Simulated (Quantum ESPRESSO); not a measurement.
**Band energies of BaH₂**

```
CELL_PARAMETERS angstrom
      6.84280     0.00000     0.00000
      0.00000     4.17829     0.00000
      0.00000     0.00000     7.89076
ATOMIC_POSITIONS crystal
  H  0.52816 0.25000 0.68082
  H  0.47184 0.75000 0.31918
  H  0.97184 0.75000 0.18082
  H  0.02816 0.25000 0.81918
  H  0.35492 0.75000 0.92843
  H  0.64508 0.25000 0.07157
  H  0.14508 0.25000 0.42843
  H  0.85492 0.75000 0.57157
  Ba 0.76052 0.25000 0.38711
  Ba 0.23948 0.75000 0.61289
  Ba 0.73948 0.75000 0.88711
  Ba 0.26052 0.25000 0.11289
```

norm-conserving PBEsol (Quantum ESPRESSO, 72 Ry, scalar-relativistic); path ΓXSYΓZURTZ,YT,UX,SR; energies in eV from the valence-band maximum.

| k (1/Å) | point | band 20 | band 21 | band 22 | band 23 | band 24 | band 25 | band 26 | band 27 |
|---|---|---|---|---|---|---|---|---|---|
| 0.00 | Γ | -0.99 | -0.70 | -0.57 | -0.23 | -0.01 | 3.45 | 3.80 | 3.99 |
| 0.38 |  | -0.87 | -0.82 | -0.63 | -0.60 | -0.45 | 3.16 | 3.31 | 3.96 |
| 0.75 | X | -1.11 | -0.85 | -0.85 | -0.82 | -0.82 | 3.24 | 3.24 | 3.49 |
| 0.98 |  | -1.13 | -0.80 | -0.80 | -0.76 | -0.76 | 3.08 | 3.08 | 3.49 |
| 1.21 | S | -1.14 | -0.71 | -0.71 | -0.71 | -0.71 | 3.07 | 3.07 | 3.07 |
| 1.59 |  | -1.00 | -0.68 | -0.68 | -0.48 | -0.48 | 2.84 | 2.84 | 3.73 |
| 1.96 | Y | -1.31 | -0.55 | -0.55 | -0.08 | -0.08 | 3.24 | 3.24 | 3.76 |
| 2.19 |  | -1.18 | -0.58 | -0.48 | -0.30 | 0.00 | 3.50 | 3.52 | 3.73 |
| 2.42 | Γ | -0.99 | -0.70 | -0.57 | -0.23 | -0.01 | 3.45 | 3.80 | 3.99 |
| 2.82 | Z | -1.01 | -0.48 | -0.48 | -0.28 | -0.28 | 3.24 | 3.24 | 3.62 |
| 3.38 |  | -1.09 | -1.01 | -1.01 | -0.52 | -0.52 | 3.46 | 3.46 | 4.09 |
| 3.57 | U | -1.22 | -1.12 | -1.12 | -0.50 | -0.50 | 3.44 | 3.44 | 4.19 |
| 4.03 | R | -1.36 | -0.60 | -0.60 | -0.60 | -0.60 | 3.33 | 3.33 | 3.33 |
| 4.48 |  | -1.31 | -0.73 | -0.73 | -0.56 | -0.56 | 3.24 | 3.24 | 3.43 |
| 4.78 | T | -1.50 | -0.64 | -0.64 | -0.32 | -0.32 | 3.25 | 3.25 | 3.35 |
| 4.94 |  | -1.23 | -0.64 | -0.64 | -0.31 | -0.31 | 3.17 | 3.17 | 3.55 |
| 5.24 | Z | -1.01 | -0.48 | -0.48 | -0.28 | -0.28 | 3.24 | 3.24 | 3.62 |
| 5.24 | Y | -1.31 | -0.55 | -0.55 | -0.08 | -0.08 | 3.24 | 3.24 | 3.76 |
| 5.64 | T | -1.50 | -0.64 | -0.64 | -0.32 | -0.32 | 3.25 | 3.25 | 3.35 |
| 5.64 | U | -1.22 | -1.12 | -1.12 | -0.50 | -0.50 | 3.44 | 3.44 | 4.19 |
| 6.04 | X | -1.11 | -0.85 | -0.85 | -0.82 | -0.82 | 3.24 | 3.24 | 3.49 |
| 6.04 | S | -1.14 | -0.71 | -0.71 | -0.71 | -0.71 | 3.07 | 3.07 | 3.07 |
| 6.44 | R | -1.36 | -0.60 | -0.60 | -0.60 | -0.60 | 3.33 | 3.33 | 3.33 |

The PBEsol gap is 2.71 eV; at least one edge lies off the plotted path, at a point of the SCF mesh. The smallest direct gap is 3.26 eV. Another valence extremum on the path lies within 0.02 eV, too close to call.

Geometry of the Materials Project entry, not relaxed at this level.

Letters of k points follow the standard setting of the lattice, whose axes may be ordered differently from the printed cell.
